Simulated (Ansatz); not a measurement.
ZnS:
```cif
data_S2Zn2
_chemical_formula_sum 'Zn2 S2'
_space_group_name_H-M_alt 'P63mc'
_space_group_IT_number 186
_space_group_name_Hall 'P 6c -2c'
_cell_length_a 3.80610
_cell_length_b 3.80610
_cell_length_c 6.24474
_cell_angle_alpha 90.000
_cell_angle_beta 90.000
_cell_angle_gamma 120.000
loop_
_atom_site_label
_atom_site_type_symbol
_atom_site_symmetry_multiplicity
_atom_site_Wyckoff_symbol
_atom_site_fract_x
_atom_site_fract_y
_atom_site_fract_z
_atom_site_occupancy
Zn1 Zn 2 b 0.33333 0.66667 0.49975 1
S1 S 2 b 0.33333 0.66667 0.12545 1
```

Relaxed with r²SCAN. 

Question: HSE06 on this cell (Ansatz, a quantum-chemistry and plane-wave program, PAW) gives a gap of 3.44 eV. What does r²SCAN give?

Answer: 2.78 eV.

Cost on shared cores: the r²SCAN run (SCF on a 8×8×5 mesh, then bands and DOS) around 50 core-seconds (rough), the HSE06 run (SCF on 6×6×4, then a few points) about 4 core-minutes (a rough figure); the tasks are unlike.

Space group P6_3mc (wurtzite). The cell was relaxed with r²SCAN under the symmetry of its start.

Potentials: the later of the program's two PAW sets.

Ansatz is a plane-wave DFT program.
